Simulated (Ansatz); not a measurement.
Computed with DFT PBE, scalar-relativistic, plane waves, PAW in Ansatz 0.2.0. All cells share a 420 eV cutoff and Γ-centred k meshes spaced at most about 0.3 Å⁻¹ (about 0.25 or finer for metals, 2π included). No spin polarisation in the final relaxations.

All energies are static (0 K, no zero-point motion).

Two forms of ScGa2AsP2 were relaxed alike.

A. Space group P-4m2 (No. 115), tetragonal, a = 3.745 Å, c = 7.720 Å. Sc is surrounded by 4 As at 2.65 Å and 4 P at 3.03 Å; Ga has 5 P at 2.59–2.67 Å; around P lie 5 Ga at 2.59–2.67 Å, 2 As at 3.03 Å and 2 Sc at 3.03 Å; around As lie 4 Sc at 2.65 Å and 4 P at 3.03 Å.

B. Space group P4/mmm (No. 123), tetragonal, a = 5.060 Å, c = 5.266 Å. Around Sc lie 4 P at 2.53 Å and 2 As at 2.63 Å; Ga is surrounded by 2 Ga at 2.59–2.67 Å and 4 P at 2.86 Å; P has 2 Sc at 2.53 Å and 4 Ga at 2.86 Å; around As lie 2 Sc at 2.63 Å.

Question: Which is lower in energy, and by how much?

Answer: A is lower, by 0.35 eV/atom. A has space group P-4m2 (No. 115), 18.0 Å³/atom and no gap on its mesh; B has space group P4/mmm (No. 123), 22.5 Å³/atom and no gap. The shortest distance is 2.59 Å (Ga–P) in A and 2.53 Å (Sc–P) in B. The denser one is the lower, and pressure would at first widen the difference. Both come from invented guesses.

Cells relaxed within their symmetry can be saddle points.
